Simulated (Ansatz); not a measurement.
**PtPb: stiffness from a series of strains**

```xyz
4
Lattice="4.2500 0.0000 0.0000 -2.1250 3.6806 0.0000 0.0000 0.0000 5.4560" Properties=species:S:1:pos:R:3 pbc="T T T"
Pt    0.0000    2.4537    1.3640
Pt    2.1250    1.2269    4.0920
Pb    0.0000    0.0000    0.0000
Pb    0.0000    0.0000    2.7280
```

Atom numbers follow the list: Pt1, Pt2, Pb3, Pb4.

The geometry is COD entry 1522617, unchecked; take it as a test cell. It is an old determination, and later ones may differ.

No spin–orbit coupling, which matters for the heavy atoms here.

The calculation used Ansatz 0.2.0, DFT, LDA, all-electron LAPW, scalar-relativistic.

Numerical set-up: a Γ-centred 10×10×7 k mesh, Fermi–Dirac smearing of 0.05 eV, basis error target 0.5 meV/atom, no spin polarisation.

The strain is applied along the Cartesian axes of the cell as listed (the other components stay zero). Fractional coordinates are held (clamped ions).

σ is the change of stress from the unstrained cell, which is at 6.54 GPa; tension is positive, so slopes are stress–strain coefficients at that pressure. In a metal the k mesh adds noise.

Only quantities that a quadratic follows smoothly over the whole series are listed; rougher ones are left out.

```tsv
εxx = εyy	σzz (GPa)	σxx (GPa)
-0.0200	-5.46	-5.38
-0.0100	-2.61	-2.53
0.0000	0.00	0.00
0.0200	4.51	4.23
```

(1) Fit the series and read off the stiffness at zero strain.

(2) One run, at εxx = εyy = 0.0100, is withheld. Predict its row.

Answers

(1) Least-squares fits y = p0 + p1 x + p2 x² to the rows give σzz (GPa): p1 = 249, p2 = -1200; σxx (GPa): p1 = 240, p2 = -1500. So C13 + C23 = 249 GPa and C11 + C12 = 240 GPa, for these axes.

(2) The fits give 2.37, 2.26; the run gave 2.38, 2.24.
